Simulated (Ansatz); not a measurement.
CrGe₆Mo₂: stable or not

The cell was found from a structure generator's guess, not taken from experiment.

These are results of DFT PBE, scalar-relativistic, plane waves, PAW (Ansatz), not measurements. Settings of the last relaxation (9-atom cell): 420 eV, 10×10×10 k points, Gaussian smearing of 0.10 eV, no spin polarisation.

```xyz
9
Lattice="0.0000 4.1122 7.0112 2.3388 0.0000 7.0112 2.3388 4.1122 0.0000" Properties=species:S:1:pos:R:3 pbc="T T T"
Cr    0.0000    0.0000    0.0000
Ge    2.3388    5.4347    7.0112
Ge    2.3388    5.4380   11.7127
Ge    2.3388    5.4380    2.3096
Ge    2.3388    2.7896    7.0112
Ge    2.3388    2.7863   11.7127
Ge    2.3388    2.7863    2.3096
Mo    2.3388    4.1122    4.6775
Mo    2.3388    4.1122    9.3449
```

Formation energies are uncorrected and refer to the elements' standard structures at the same level.

Task: These tests were run: energy against the elements; random kick, then relaxation without symmetry; phonons at Γ; elastic tensor. What do they show?

Result:

```
                                         test                        result
                  energy against the elements                 −0.06 eV/atom
random kick, then relaxation without symmetry                       returns
                                 phonons at Γ  lowest optical mode 102 cm⁻¹
                               elastic tensor       least eigenvalue 86 GPa
```

It fails none of these tests. Other phases of the system weren't compared here, so this isn't yet thermodynamic stability. Phonons away from Γ weren't computed.

Trial moments died out on the coarse mesh, so the last step has no spin; another magnetic start might hold. The kick test ran on a coarse mesh. The run for the phonons used a 10×10×10 k mesh and Fermi–Dirac smearing of 0.15 eV. The run for the elastic tensor used a 10×10×10 k mesh and Fermi–Dirac smearing of 0.15 eV.
